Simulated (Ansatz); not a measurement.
**BiTe (antiNiAs structure)**

The computed numbers are results of PBE, scalar-relativistic (no spin polarisation) in the plane-wave PAW code Ansatz at 420 eV, 8×8×6 k-mesh, Gaussian smearing of 0.05 eV; PAW files: Ansatz's generated set soft_2.

```yaml
crystal:
  lattice:
    - [4.19494, 0.00000, 0.00000]
    - [-2.09747, 3.63292, 0.00000]
    - [0.00000, 0.00000, 8.71230]
  atoms:
    - { symbol: Bi, position: [0.33333, 0.66667, 0.25000] }
    - { symbol: Bi, position: [0.66667, 0.33333, 0.75000] }
    - { symbol: Te, position: [0.00000, 0.00000, 0.00000] }
    - { symbol: Te, position: [0.00000, 0.00000, 0.50000] }
```

The start was a prototype's sites filled with these elements. The Crystallography Open Database lists the compound in space groups P-3m1, Fm-3m (rock salt), so this is a trial structure.

The cell above was scaled in volume, and shape and atoms were relaxed at each volume within its symmetry. Energies are counted from the cell above.

Cell and atoms are those of this level's equilibrium.

```
V (Å³/atom)  ΔE (meV/atom)  P from the stress (GPa)
     31.368          15.16                     2.80
     31.866           7.79                     1.96
     32.530           1.87                     0.94
     33.194           0.00                     0.02
     33.857           1.74                    -0.83
     34.521           6.72                    -1.58
     35.517          19.56                    -2.54
     36.513          37.57                    -3.24
```

Task: Do the energies and the pressures agree? Compare −ΔE/ΔV between neighbouring points (1 meV/Å³ = 0.1602 GPa) with the mean of their pressures.

Result: 
```json
{"interval (Å³/atom)": "31.37 to 31.87", "−ΔE/ΔV (GPa)": "2.4", "mean P (GPa)": "2.4"}
{"interval (Å³/atom)": "31.87 to 32.53", "−ΔE/ΔV (GPa)": "1.4", "mean P (GPa)": "1.4"}
{"interval (Å³/atom)": "32.53 to 33.19", "−ΔE/ΔV (GPa)": "0.5", "mean P (GPa)": "0.5"}
{"interval (Å³/atom)": "33.19 to 33.86", "−ΔE/ΔV (GPa)": "-0.4", "mean P (GPa)": "-0.4"}
{"interval (Å³/atom)": "33.86 to 34.52", "−ΔE/ΔV (GPa)": "-1.2", "mean P (GPa)": "-1.2"}
{"interval (Å³/atom)": "34.52 to 35.52", "−ΔE/ΔV (GPa)": "-2.1", "mean P (GPa)": "-2.1"}
{"interval (Å³/atom)": "35.52 to 36.51", "−ΔE/ΔV (GPa)": "-2.9", "mean P (GPa)": "-2.9"}
```
They differ by 0.02 GPa at most.

Task: What do the two routes give for V0, B0 and B0′?

Result: A third-order Birch–Murnaghan fit of the energies: V0 = 33.19 Å³/atom, B0 = 44 GPa, B0′ = 4.9. A polynomial of P in ln V, with B = −dP/d ln V at P = 0: V0 = 33.20 Å³/atom, B0 = 44 GPa, B0′ = 4.2. B0′ isn't converged to its last digit.

B0·V0 = 43.6 GPa × 33.19 Å³ = 9.04 eV/atom sets the scale: near the minimum ΔE ≈ ½ B0 V0 x², with x = V/V0 − 1, and a pressure of 0.4 GPa squeezes the volume by about 1 %. At the ends of the curve: x = −5.5 % predicts 13.6 meV/atom and the run gives 15.2; x = +10.0 % predicts 45.4 meV/atom and the run gives 37.6. Compression costs more and expansion less than the parabola says, since the crystal stiffens as it shrinks; B0′ measures that.

Scalar-relativistic only: spin–orbit splittings of the heavy atoms' levels are missing. The run is a metal.
